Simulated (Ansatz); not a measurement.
# What moves the field gradients of SrCl2 with an Sr vacancy?

Cell of run 1: a supercell of SrCl2 (fluorite type, Fm-3m) built from a structure deposited in the COD, with all atoms left at the host's positions.

```cif
data_Sr7Cl16
_symmetry_space_group_name_H-M 'Fm-3m'
_symmetry_Int_Tables_number 225
_cell_length_a 13.9420
_cell_length_b 13.9420
_cell_length_c 13.9420
_cell_angle_alpha 90.000
_cell_angle_beta 90.000
_cell_angle_gamma 90.000
loop_
_atom_site_label
_atom_site_type_symbol
_atom_site_symmetry_multiplicity
_atom_site_Wyckoff_symbol
_atom_site_fract_x
_atom_site_fract_y
_atom_site_fract_z
Sr1 Sr 24 d 0.2500 0.2500 0.0000
Sr7 Sr 4 b 0.5000 0.5000 0.5000
Cl8 Cl 32 f 0.1250 0.1250 0.1250
Cl11 Cl 32 f 0.6250 0.3750 0.3750
```

One atom of each set is listed; the run and its k-mesh use a cell of 23 atoms with edges of 9.86, 9.86, 9.86 Å.

Relaxed positions (PBE, cell held):

Sr1 (0.2500, 0.2500, 0.0000)
Sr7 (0.5000, 0.5000, 0.5000)
Cl8 (0.1322, 0.1322, 0.1322)
Cl11 (0.6223, 0.3777, 0.3777)

All runs are DFT with Ansatz 0.2.0 (plane waves and PAW, scalar-relativistic unless spin–orbit coupling is named, Γ-centred meshes, Fermi–Dirac smearing where given) in this cell, at cell charge -2.

Run 1: PBE, atoms at the host's positions; 420 eV, 3×3×3 k-points, smearing 0.01 eV.
Run 2: PBE, atoms relaxed; 420 eV, 3×3×3 k-points, smearing 0.01 eV.
Run 3: r2SCAN, at the relaxed atoms; 500 eV, 3×3×3 k-points, smearing 0.01 eV.

```csv
run,Sr1 V_zz (η),Cl8 V_zz (η),Cl11 V_zz (η)
1,2.06 (0.74),-3.71 (0.00),0.17 (0.00)
2,?,?,?
3,2.62 (0.07),-3.35 (0.00),-0.59 (0.00)
```

V_zz in 10²¹ V/m²; 3 of the 4 sets of like atoms are followed.

(1) Estimate the row of run 2.

Results:

(1) Sr1: 2.57 (0.04); Cl8: -3.82 (0.00); Cl11: -0.49 (0.00). It lies nearest to run 3, from whose tensors on these sites it differs by 0.47 at most (largest principal value of the difference, on Cl8). Taken one at a time, the positions of the atoms (as given or relaxed) move the tensors on these sites by up to 0.96 (largest principal value of the change, on Sr1), the functional (r2SCAN with its higher cutoff) by 0.47 (Cl8).

The defect repeats with the cell of 23 atoms, so it feels its images: sites between two images don't show the values beside a lone defect, and zeros or small values of η there can come from the images' arrangement. A uniform background compensates the cell's charge. Without spin–orbit coupling (the program notes it for Sr) the gradients are little affected as a rule: paired runs on crystals with a gap mostly move them by under 2 % at such atoms. In run 1 the atoms aren't at the calculated equilibrium (largest force 0.42 eV/Å).
